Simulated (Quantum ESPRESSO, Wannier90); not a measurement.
**Wannier functions of Pt (fcc (Cu type))**

```
begin unit_cell_cart
ang
    0.0000000000    1.9715750000    1.9715750000
    1.9715750000    0.0000000000    1.9715750000
    1.9715750000    1.9715750000    0.0000000000
end unit_cell_cart
begin atoms_frac
Pt   0.0000000000  0.0000000000  0.0000000000
end atoms_frac
```

Structure: Materials Project mp-126, symmetrised, not relaxed again. This is the element's usual structure. Level: PBEsol, spinors with spin-orbit coupling; pw.x of Quantum ESPRESSO at 68 Ry with PseudoDojo potentials, 10×10×10 k-points, Wannier90. Density: 18×18×18 mesh, cold smearing 0.01 Ry.

A tight-binding model is made by disentanglement and projection with no localisation steps (num_iter = 0), so the 18 orbitals stay atom-like: hydrogen-like Pt: s;p;d, axes along x, y, z; frozen window up to 1.50 eV relative to the Fermi level. It follows pw.x to 2.5 meV rms for states up to 1.0 eV relative to the Fermi level. Matrix elements depend on this choice of orbitals and windows.

Question: What are the on-site energies relative to the Fermi level, and how fast do the hoppings decay?

Answer: 
```
atom                       orbitals  energy (eV)
----  -----------------------------  -----------
Pt1                           s↑ s↓         4.16
Pt1         pz↑ pz↓ px↑ px↓ py↑ py↓        12.86
Pt1       dz2↑ dz2↓ dx2-y2↑ dx2-y2↓        -2.65
Pt1   dxz↑ dxz↓ dyz↑ dyz↓ dxy↑ dxy↓        -2.70
```

```json
[
 {"distance of the centres (Å)": "2–3", "largest modulus (eV)": "2.0"},
 {"distance of the centres (Å)": "3–4", "largest modulus (eV)": "0.36"},
 {"distance of the centres (Å)": "4–5", "largest modulus (eV)": "0.16"},
 {"distance of the centres (Å)": "5–6", "largest modulus (eV)": "0.033"},
 {"distance of the centres (Å)": "6–7", "largest modulus (eV)": "0.076"},
 {"distance of the centres (Å)": "7–8", "largest modulus (eV)": "0.015"},
 {"distance of the centres (Å)": "8–9", "largest modulus (eV)": "0.024"},
 {"distance of the centres (Å)": "9–10", "largest modulus (eV)": "0.0078"},
 {"distance of the centres (Å)": "10–11", "largest modulus (eV)": "0.0044"}
]
```

Effective spin-orbit constants λ of λ L·S, from the same-site elements px↑–py↑ (λ/2) and dx2-y2↑–dxy↑ (λ), where they are among the larger elements: Pt1 p 1.6 eV, Pt1 d 0.59 eV.
